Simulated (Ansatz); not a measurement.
**TaW: computed property card**

TaW:
Space group Fm-3m (No. 225); a = b = c = 5.313 Å, α = β = γ = 90.00°

```json
[
 {"atom": "Ta", "site": "4a", "symmetry": "m-3m", "x": "0.0000", "y": "0.0000", "z": "0.0000"},
 {"atom": "W", "site": "4b", "symmetry": "m-3m", "x": "0.5000", "y": "0.5000", "z": "0.5000"}
]
```
(The calculation used a cell of 2 atoms; values per cell refer to that cell.)

Space group Fm-3m (No. 225), rock salt; conventional cell a = b = c = 5.3133 Å, α = β = γ = 90.00°.

Method: plane-wave PAW PBEsol (Ansatz code). The cell and atoms are relaxed at this level. Other levels are named where they apply.

**Cell and energy**

| Quantity | Value |
|---|---|
| Volume per atom | 18.75 Å³ |
| Density | 16.15 g/cm³ |
| Formation energy from the elements (no fitted shifts) | 1.23 eV/atom |

**Electronic structure**

| Quantity | Value |
|---|---|
| Electronic character | metallic (no gap) |
| Density of states at the Fermi level | 0.44 states/eV per atom (mean over ±0.08 eV) |
| Gap with spin–orbit coupling | none (metallic) |

**Mechanics**

| Item | Value |
|---|---|
| Bulk modulus (Birch–Murnaghan fit) | 1930 kbar |
| Pressure derivative B′ | 4.0 |
| Elastic constants (relaxed ions, GPa) | C11 = 513, C12 = 32.3, C44 = -91.1 |
| Mechanical stability | unstable (C has a negative eigenvalue) |

**Phonons**

| Item | Result |
|---|---|
| Highest zone-centre frequency | 226 cm^-1 |
| Zone-centre stability | no imaginary mode at Γ |

The start of the workflow was typed in or built on a structure type; neither database checked (COD, Materials Project) lists it. Its standing as an ambient phase is unchecked. The PBEsol relaxation kept the symmetry of its start. No spin polarisation was allowed. Its formation energy is positive at this level, so the cell may be metastable or incomplete. As this level gives no gap, shear constants depend on the k-mesh and smearing (Fermi–Dirac, 0.1 eV here). As this level gives no gap, phonon frequencies hold no LO–TO term and depend on the k-mesh and smearing (Fermi–Dirac, 0.1 eV here). The references are the lowest solids computed at this level, not always the standard phases. Scalar-relativistic: spin–orbit coupling is off unless named, which matters more the heavier the elements.

Potentials: the later of the program's two PAW sets.
